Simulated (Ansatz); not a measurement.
Ti2Sn:
```yaml
crystal:
  lattice:
    - [4.72973, 0.00000, 0.00000]
    - [-2.36486, 4.09606, 0.00000]
    - [0.00000, 0.00000, 5.62092]
  atoms:
    - { symbol: Ti, position: [0.66667, 0.33333, 0.25000] }
    - { symbol: Ti, position: [0.33333, 0.66667, 0.75000] }
    - { symbol: Ti, position: [0.00000, 0.00000, 0.00000] }
    - { symbol: Ti, position: [0.00000, 0.00000, 0.50000] }
    - { symbol: Sn, position: [0.66667, 0.33333, 0.75000] }
    - { symbol: Sn, position: [0.33333, 0.66667, 0.25000] }
```

Relaxed with r²SCAN. Special points in fractions of this cell's reciprocal vectors: Γ (0.000, 0.000, 0.000); M (0.500, 0.000, 0.000); K (0.333, 0.333, 0.000); A (0.000, 0.000, 0.500); L (0.500, 0.000, 0.500); H (0.333, 0.333, 0.500).

### Question
List the band energies nearest the Fermi level at these points for DFT-r²SCAN in the program Ansatz with PAW potentials.

### Answer
In eV from the Fermi level; about four levels below and three above (degenerate sets whole), none deeper than 8.9 eV; points with the same levels are listed once.

```
k                    below                          above
-  -----------------------  -----------------------------
Γ  -1.19 -1.19 -1.09 -1.09                 1.00 1.00 1.25
M  -1.87 -0.78 -0.60 -0.16                 0.34 0.39 0.47
K  -1.01 -0.84 -0.55 -0.55                 0.41 0.59 0.59
A  -0.78 -0.78 -0.78 -0.78  0.66 0.66 1.80 1.80 1.80 1.80
L  -0.71 -0.71 -0.47 -0.47            0.34 0.34 0.86 0.86
H  -0.43 -0.43 -0.37 -0.37            0.16 0.16 0.75 0.75
```

Space group P6_3/mmc. The first step of the workflow began from a Materials Project structure, measured or hypothetical; the Crystallography Open Database files this formula in space group No. 194, but the cells were not matched. Its standing as an ambient phase is unchecked. The r²SCAN relaxation kept the symmetry of its start; its stability against distortions is not shown here. No spin polarisation was allowed. Scalar-relativistic: spin–orbit coupling is off unless named, which matters more the heavier the elements.

Potentials: the later of the program's two PAW sets.
